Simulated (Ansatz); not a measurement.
## NaBeF3: stable or not

It was reached by relaxing an invented guess, and it needn't be the stable form of this composition.

The calculation used DFT PBE, scalar-relativistic, plane waves, PAW in Ansatz 0.2.0. Plane waves to 420 eV, an 8×4×4 mesh through Γ for the 10-atom cell and 0.02 eV Gaussian smearing; no spin polarisation.

```
Na Be F
1.0
     2.91391    0.00000    0.00000
     0.00000    5.24121    0.00000
     0.00000    0.00000    9.75444
Na Be F
2 2 6
Direct
  0.00000 0.17624 0.90509
  0.00000 0.82376 0.40509
  0.50000 0.31889 0.21869
  0.50000 0.68110 0.71869
  0.00000 0.46958 0.25828
  0.00000 0.53042 0.75828
  0.50000 0.07695 0.30402
  0.50000 0.92305 0.80402
  0.50000 0.28632 0.06444
  0.50000 0.71368 0.56444
```

Formation energies are uncorrected and refer to the elements' standard structures at the same level (F₂ as a molecule).

Q: These tests were run: energy against the elements; random kick, then relaxation without symmetry; phonons on a 4×1×1 q mesh; elastic tensor. What do they show?

A:

| test | result |
| --- | --- |
| energy against the elements | −3.018 eV/atom |
| random kick, then relaxation without symmetry | returns |
| phonons on a 4×1×1 q mesh | no imaginary mode on the mesh, but the interpolation dips to 62i cm⁻¹ between its points |
| elastic tensor | least eigenvalue 6 GPa |

It fails none of these tests outright. Other phases of the system weren't compared here, so this isn't yet thermodynamic stability. Undecided within the accuracy: phonons on a 4×1×1 q mesh.

The kick test ran on a coarse mesh. The run for the phonons used an 8×4×4 k mesh. The run for the elastic tensor used an 8×4×4 k mesh.
